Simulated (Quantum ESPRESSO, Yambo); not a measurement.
Levels of theory for the gap of BaCuSF

BaCuSF (space group P4/nmm, No. 129): one geometry, one set of PBEsol (Quantum ESPRESSO, PseudoDojo norm-conserving, 92 Ry, without SOC) orbitals, self-energies from Yambo (4×4×1 Γ-centred k mesh, bands 9 to 182 and a 6 Ry block in the screening, 182 bands in G with the Bruneval-Gonze terminator, plasmon pole fitted at 27.2 eV).

The geometry is that of Materials Project entry mp-1080650, symmetrised and not relaxed again.

```
level                                                        gap Γ → Γ (eV)                        rough Yambo cost
-----------------------------------------------------------  --------------  --------------------------------------
PBEsol (Quantum ESPRESSO)                                              1.51                                       –
exchange only (Hartree-Fock self-energy on PBEsol orbitals)           10.33                    about 1/8 (6 states)
static COHSEX@PBEsol                                                   2.79       within a factor of two (2 states)
G0W0@PBEsol, plasmon pole                                              2.62                            1 (6 states)
G0W0@PBEsol, multipole fit to 8 frequencies, no terminator             2.60                     about 2× (2 states)
G0W0@PBEsol, plasmon pole, no terminator                               2.58  about 1/9 (2 states, screening reused)
```

Bare exchange has no screening and gives the widest gap; static COHSEX screens it but leaves out the frequency dependence, which G0W0 restores.

Costs are rough ratios of core time on shared machines.

Nearest settings tried, and what they do to the gap: 83 bands in G: +77 meV; 98 bands in W: +150 meV; 2×2×1 mesh: -76 meV. Not varied: block. So the settings aren't converged at that level. Oxides, nitrides and fluorides with a shallow 3d shell are known to need far more bands and larger blocks.

The filled Cu 3d shell has no Hubbard U; semilocal functionals place it too high.

The structure is a Materials Project entry; no match was found in the copy of COD used, and its stability was not checked.
